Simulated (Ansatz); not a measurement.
Calculated with Ansatz: HfPSe, settings compared

Run with:

```bash
ansatz run input.yaml --threads 1 --pin off --max-ram 2560MiB --backend cpu --events-out ev --progress --plain --runs-dir out
```

input.yaml:

```yaml
crystal:
  lattice:
    - [3.704307, 0.0, 0.0]
    - [0.0, 3.704307, 0.0]
    - [0.0, 0.0, 8.490313]
  atoms:
    - { symbol: Hf, position: [0.0, 0.5, 0.259] }
    - { symbol: Hf, position: [0.5, 0.0, 0.741] }
    - { symbol: P, position: [0.0, 0.0, 0.0] }
    - { symbol: P, position: [0.5, 0.5, 0.0] }
    - { symbol: Se, position: [0.0, 0.5, 0.615] }
    - { symbol: Se, position: [0.5, 0.0, 0.385] }
  symmetry: { tolerance: 0.0003 }
kpoints:
  mp_grid: { grid: [5, 5, 2], shift: [0, 0, 0] }
magnetization:
  spin_polarized: false
scf:
  occupations: { method: fermi_dirac }
hamiltonian:
  pseudopotentials: { kind: paw }
  xc: lda
basis:
  ecutwfc: 420
output:
  forces: true
  stress: true
  eigenvalues: true
```

Origin of the cell: a known structure type with other elements, at an estimated volume, so it need not be a known compound.

The smearing width isn't typed, so it takes its default of 0.1 eV.

Output of this run (shortened):

```
Pseudopotentials: kind: paw
Pseudopotential: Hf, paw, valence charge 26, recommended cutoff 420 eV (normal), Hf.paw.azcp
Pseudopotential: P, paw, valence charge 5, recommended cutoff 420 eV (normal), P.paw.azcp
Pseudopotential: Se, paw, valence charge 16, recommended cutoff 420 eV (normal), Se.paw.azcp
Functional definition: SPW92
  exchange = slater_x
  correlation = pw_c
Crystal: 6 atoms, lattice volume = 116.503 Å³
Basis set: ecut = 420 eV, 2277 PW (Γ)
Bands: 57, of which v1, the nominal top of the filled ones, is band 47 counted from 1 (46 counted from 0)
Symmetry: 16 space group operations
Space group: P4/nmm (ITA 129), of the structure as read, at distance tolerance 1.5e-3 Å
k-points: 12 of 50
[… 8 lines left out …]
Initial density: superposition of atomic densities (neutral atoms: chi_scale 0, normalization atom), corrected by the library's trained network
Functional: x = slater, c = lda
SCF iter   1: F=—  HF=-43178.004575 eV  Δρ=6.79e-3  dr2=1.02e-1
SCF iter   2: F=—  HF=-43177.989962 eV  Δρ=3.79e-3  dr2=2.41e-2
SCF iter   3: F=—  HF=-43177.986730 eV  Δρ=1.24e-3  dr2=3.20e-3
SCF iter   4: F=—  HF=-43177.985392 eV  Δρ=5.39e-4  dr2=4.68e-4
SCF iter   5: F=—  HF=-43177.985332 eV  Δρ=1.51e-4  dr2=9.64e-5
SCF iter   6: F=—  HF=-43177.985304 eV  Δρ=7.34e-5  dr2=2.22e-5
SCF iter   7: F=—  HF=-43177.985302 eV  Δρ=2.61e-5  dr2=6.28e-6
SCF iter   8: F=—  HF=-43177.985301 eV  Δρ=8.60e-6  dr2=2.52e-7
SCF iter   9: F=-43177.985300 eV  HF=-43177.985301 eV  Δρ=3.53e-6  dr2=6.60e-8
SCF 1 converged in 9 iterations: F = -43177.985300 eV  dr2 = 6.60e-8
SCF converged after 9 iterations
Free energy (F): -43177.985300 eV
Harris-Foulkes:  -43177.985301 eV  (|F-HF|=5.38e-8)
Internal energy: -43177.871739 eV  (E = F + TS)
E sigma→0 (E₀):  -43177.928520 eV
Entropy (-TS):   -0.113561 eV (-18.927 meV/atom)
Fermi energy:    14.946496 eV
--- Per-component energies (eV) ---
  E_band       = -788.832454
  E_kinetic    = 1217.076072
  E_local      = -17672.945388  (includes V_loc(G=0)·N_el)
  E_nonlocal   = -3576.738966
  E_hartree    = 8420.109449
  E_xc         = -922.213334
  E_vxc        = -849.210682  (∫ρ·V_xc dr)
  E_paw        = -18099.662124  (= ΣΔE_a)
  E_vpaw       = 3252.774853  (= ΣTr[D̂ρ^β])
  E_aug_tail   = -0.001236  (compensation charges beyond the density's cutoff)
  E_ewald      = -12553.080125
  E_core_change = 9.583913  (= ΣΔE_core)
  E_smearing   = -0.113561  (= −TS)
  Σ components = -43177.985300   (vs F -43177.985300, Δ=0.00e0)
--- Forces (eV/Å), atoms counted from 1 ---
  atom   1  Hf     0.000000     0.000000    -1.534374
  atom   2  Hf     0.000000     0.000000     1.534374
  atom   3  P      0.000000     0.000000    -0.000000
  atom   4  P      0.000000     0.000000    -0.000000
  atom   5  Se     0.000000     0.000000     0.582500
  atom   6  Se     0.000000     0.000000    -0.582500
  max |Σ_I F_I| component: 2.22e-16 eV/Å
--- Stress (GPa, compression-positive) ---
      -11.984120       0.000000       0.000000
        0.000000     -11.984120       0.000000
        0.000000       0.000000     -18.317357
  P = ⅓ Tr σ = -14.0952 GPa (-140.952 kbar)
```

The same input was run again with these changes:

1. `basis.ecutwfc` 420 → "22.0 Ry"; `magnetization` { spin_polarized: false } → { spin_polarized: true } (starts: random); typed moments: Hf1 1, Hf2 4, P3 1, P4 2, Se5 4, Se6 2
2. `kpoints.mp_grid.shift` [0, 0, 0] → [0.5, 0.5, 0.5]; `basis.ecutwfc` 420 → "40.4 Ry"
3. `kpoints.mp_grid.shift` [0, 0, 0] → [0.5, 0.5, 0.5]; `scf.eigensolver.kind` default → davidson; typed moments: none
4. `scf.occupations` { method: fermi_dirac } → { method: methfessel_paxton, width: 2.0 }; `scf.max_iter` default → 75

```json
{"run": "base", "end": "converged", "SCF iterations": "9", "P (GPa)": "-14.10", "max force component (eV/Å)": "1.534", "moment (μB)": "–", "ΔE(σ→0) (meV/atom)": "0"}
{"run": "1", "end": "converged", "SCF iterations": "14", "P (GPa)": "-14.01", "max force component (eV/Å)": "1.540", "moment (μB)": "0.00", "ΔE(σ→0) (meV/atom)": "58.60"}
{"run": "2", "end": "converged", "SCF iterations": "8", "P (GPa)": "-14.15", "max force component (eV/Å)": "1.993", "moment (μB)": "–", "ΔE(σ→0) (meV/atom)": "-8.26"}
{"run": "3", "end": "converged", "SCF iterations": "8", "P (GPa)": "-14.15", "max force component (eV/Å)": "1.993", "moment (μB)": "–", "ΔE(σ→0) (meV/atom)": "-7.33"}
{"run": "4", "end": "converged", "SCF iterations": "9", "P (GPa)": "-15.70", "max force component (eV/Å)": "1.341", "moment (μB)": "–", "ΔE(σ→0) (meV/atom)": "2.77"}
```

Energies are compared only where functional, datasets, charge and starting cell are the same.

Not properties of the system: run 1 (too coarse or loose: `basis.ecutwfc` = "22.0 Ry"), run 4 (a smearing of electronvolts).

Caveats of the base run: no moments, though an odd count or open d shells may carry them; no spin-orbit coupling, though heavy elements are present; the k mesh is coarse if the cell is a metal.

Run 1: a starting moment was lost; the cutoff lies below the datasets' advice; typed moments were cut to what the open shells hold.
Run 4: wide smearing.

The base run took 3.8 s on 1 thread of AMD EPYC 7R13 Processor (Zen 3), on a shared host, peak memory 0.54 GiB, from the program's own first density.
